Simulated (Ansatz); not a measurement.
Sc, first-principles data

Sc (fcc (Cu type), Fm-3m), a = b = c = 4.472 Å, α = β = γ = 90.00°; the cell used has 1 atom.

Space group Fm-3m (No. 225), fcc (Cu type); conventional cell a = b = c = 4.4722 Å, α = β = γ = 90.00°.

Method: DFT-LDA in the program Ansatz with PAW potentials. The cell and atoms are relaxed at this level. Other levels are named where they apply.

Cell and energy:

```yaml
volume_per_atom: 22.36 Å³
density: 3.34 g/cm³
```

Electronic structure:

```yaml
electronic_character: metallic (no gap)
Density of states at the Fermi level: 1.7 states/eV per atom (mean over ±0.08 eV)
```

Mechanics:

```yaml
Bulk modulus (Birch–Murnaghan fit): 58.3 GPa
Pressure derivative B′: 3.1
Elastic constants (relaxed ions, GPa): C11 = 78.9, C12 = 48.0, C44 = 38.8
mechanical_stability: stable (all eigenvalues of C positive)
hill_bulk_and_shear_moduli: 58.3 and 26.8 GPa
Young's modulus: 69.8 GPa
Poisson's ratio: 0.30
debye_temperature_from_the_elastic_constants: 335 K
```

The workflow started from an entry of the Crystallography Open Database (COD), which files this formula under 2 space groups. It is not the phase usual at ambient conditions (space group No. 194). The cell was relaxed with LDA under the symmetry of its start; its stability against distortions is not shown here. No spin polarisation was allowed. As this level gives no gap, shear constants depend on the k-mesh and smearing (Fermi–Dirac, 0.1 eV here).

Potentials: the later of the program's two PAW sets.
